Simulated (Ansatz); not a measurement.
Starting cell, TiAl (CuAu type, space group P4/mmm):

```xyz
2
Lattice="2.8130 0.0000 0.0000 0.0000 2.8130 0.0000 0.0000 0.0000 4.0585" Properties=species:S:1:pos:R:3 pbc="T T T"
Al     1.4065     1.4065     2.0292
Ti     0.0000     0.0000     0.0000
```

Two-dimensional scan of atom 2 (Ti, nearest neighbour Ti at 2.813 Å; its periodic images, 2.8 Å or more away, move with it): u runs along (0.707, 0.707, 0.000), v along (0.000, 0.000, 1.000) (Cartesian). Cell and other atoms are fixed.

All values below come from r2SCAN (plane waves to 500 eV, PAW, scalar-relativistic; Ansatz, an electronic-structure program). k mesh 13×13×9 (Γ-centred), Fermi-Dirac smearing 0.05 eV. Energies are smeared free energies. Points where atoms come too close for the PAW data are left out (x in tables, blank in figures). With partly filled bands, energies and forces of such displacements shift with the k mesh and the smearing. TiAl is run without spin polarisation. TiAl was relaxed with its symmetry unable to fall. The zero of ΔE is the undisplaced structure. Axes are in Å.

Task: Predict the ΔE (meV/cell) at all points of the grid u = -0.700, -0.350, 0.000, 0.350, 0.700 by v = -0.700, -0.350, 0.000, 0.350, 0.700.

Result: ΔE (meV/cell), with u across and v down:

```
v \ u   -0.700  -0.350  0.000  0.350  0.700
------  ------  ------  -----  -----  -----
-0.700       x    2467   1753   2467      x
-0.350    2095     807    403    807   2095
0.000     1257     307      0    307   1257
0.350     2095     807    403    807   2095
0.700        x    2467   1753   2467      x
```

(A displaced cell: forces are minus the slopes of the energy, force constants its curvatures, and phonons follow from these.)
